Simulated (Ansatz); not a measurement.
OH in its lowest state found on the top face of a (001) slab of TiAl (P4/mmm (No. 123)), 4 planes, outer planes Ti (top) and Al (bottom); 1 a cell of 7.81 Å², its atoms last:

```
CELL_PARAMETERS angstrom
2.79516 0.00000 0.00000
0.00000 2.79516 0.00000
0.00000 0.00000 25.93811
ATOMIC_POSITIONS crystal
Al 0.50000 0.50000 0.32770
Ti 0.00000 0.00000 0.40556
Al 0.50106 0.50000 0.48258
Ti 0.00194 0.00001 0.55779
O 0.02766 0.50010 0.61433
H 0.32647 0.49981 0.63446
```

Theory: DFT PBEsol, scalar-relativistic, plane waves, PAW in Ansatz 0.2.0. Plane waves to 420 eV, a k mesh through Γ of 10×10×1 on the computed 6-atom cell and Gaussian smearing (0.10 eV); no spin polarisation. The cell repeats along c with a dipole correction in the vacuum.

The clean top face has a work function of 4.60 eV. Adsorption changes the slab's dipole along +c by Δp = +0.0636 e·Å a cell (+0.31 D an adsorbate).

Task: What change of work function does the Helmholtz equation give?

Result: A sheet of dipoles makes a step in an electron's potential energy of −e·Δp/(ε0·A), and e/ε0 = 180.95 eV·Å for Δp in e·Å: −180.95 × (0.0636)/7.81 = -1.47 eV. This is the change of φ(top) − φ(bottom). If the bottom face is unmoved, φ(top) becomes 3.12 eV.

Task: How does that compare with the calculation?

Result: φ(top) changes by -1.49 eV and φ(bottom) by -0.02 eV, so their difference changes by -1.47 eV. The bottom face hardly moves.

Task: What does the sign say about the electrons?

Result: The change of dipole points out of the surface, so the work function falls. The molecule's own dipole can set this sign. Δp also holds the adsorbate's own dipole and the moves of the surface atoms, so it isn't a charge transfer alone.

Spin polarisation was left out, and a magnetic state may lie lower.